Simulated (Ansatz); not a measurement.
# Quadrupolar parameters in CsPbBr₃

The cell is a measured structure from the Crystallography Open Database (COD), atoms as given.

Space group Pnma (No. 62); a = 8.2440, b = 11.7351, c = 8.1982 Å.

| site | Wyckoff | site symmetry | x | y | z |
| --- | --- | --- | --- | --- | --- |
| Cs | 4c | .m. | 0.5310 | 0.2500 | 0.0070 |
| Pb | 4a | -1 | 0.0000 | 0.5000 | 0.0000 |
| Br9 | 8d | 1 | 0.2935 | 0.4761 | 0.2061 |
| Br17 | 4c | .m. | 0.0037 | 0.7500 | 0.0455 |

One atom of each set is listed.

Method: Kohn–Sham DFT in Ansatz, PBE, plane waves and PAW, scalar-relativistic, 420 eV cutoff, Γ-centred 4×3×4 k-points, Fermi–Dirac smearing 0.02 eV.

V_zz is the principal component of the electric field gradient with the largest magnitude, η = (V_xx − V_yy)/V_zz and C_Q = eQV_zz/h.

¹³³Cs: I = 7/2, Q = -3.430 mb; ⁷⁹Br: I = 3/2, Q = 308.7 mb. Quadrupole moments are those of Pyykkö's year-2017 table.

Problem. What field gradients does the calculation give at each kind of site?

Solution. 

```
site  atoms                                first shell  V_xx, V_yy, V_zz (10²¹ V/m²)     η  C_Q (MHz)
  Cs      4  10 Br at 3.68–4.43 Å; also 2 Br at 4.86 Å            -1.24, -1.76, 2.99  0.17     -0.248
  Pb      4                             6 Br at 2.96 Å           -0.031, -0.38, 0.41  0.85          –
 Br9      8                 2 Pb at 2.96 Å, angle 157°           -9.98, -10.04, 20.0  0.00        149
Br17      4                 2 Pb at 2.96 Å, angle 165°           -9.83, -10.75, 20.6  0.04        154
```

At Br9 and Br17 V_zz points along the line of its two bonds (within 1°) in each case.

Pb has no stable isotope with a ground-state quadrupole moment in the table, so no C_Q is given.

The values hang on the deposited positions: relaxing the atoms moves V_zz on Cs from 2.99 to -2.14, on Pb from 0.41 to 0.94. Spin–orbit coupling is left out, which shifts gradients on Pb by a few per cent, and by more where contributions nearly cancel.

The run took 2.4 min of wall time (4.8 min of CPU time) and 1.9 GiB at its peak, on 2 threads of Arm Neoverse N1 (aarch64; 8 cores open to the job, memory cap 5.0 GiB, no GPU), a shared host with a load of 0.8 a core.
